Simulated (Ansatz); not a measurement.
CoPdO$_{2}$ in space group R-3m (No. 166; Co on 3b, Pd on 3a, O on 6c) under volume change, the program Ansatz at the r²SCAN level (PAW), shape and atoms relaxed at each volume.

```tsv
V (Å³/atom)	E − E(relaxed) (meV/atom)	P (GPa)
9.313	…	…
9.620	…	…
9.927	6.7	7.22
10.234	0.0	-0.01
10.541	6.0	-6.13
10.848	22.9	-11.29
11.155	48.8	-15.66
```

Question: What belongs in the gaps?

Answer: 
- 9.313, E − E(relaxed) (meV/atom): 68.2
- 9.313, P (GPa): 25.91
- 9.620, E − E(relaxed) (meV/atom): 28.5
- 9.620, P (GPa): 15.78

Question: What does a third-order Birch–Murnaghan fit give for V₀, B₀ and B′?

Answer: V₀ = 10.23 Å³/atom, B₀ = 221 GPa, B′ = 4.6.

The cell was relaxed with r²SCAN under the symmetry of its start. The workflow began spin-polarised and lost its moments. No Hubbard U is applied. Scalar-relativistic: spin–orbit coupling is off unless named, which matters more the heavier the elements.

Potentials: the earlier of the program's two PAW sets. The files were generated under PBE; for other functionals the program regenerates the frozen cores, and for LDA and PBEsol the local potential too.
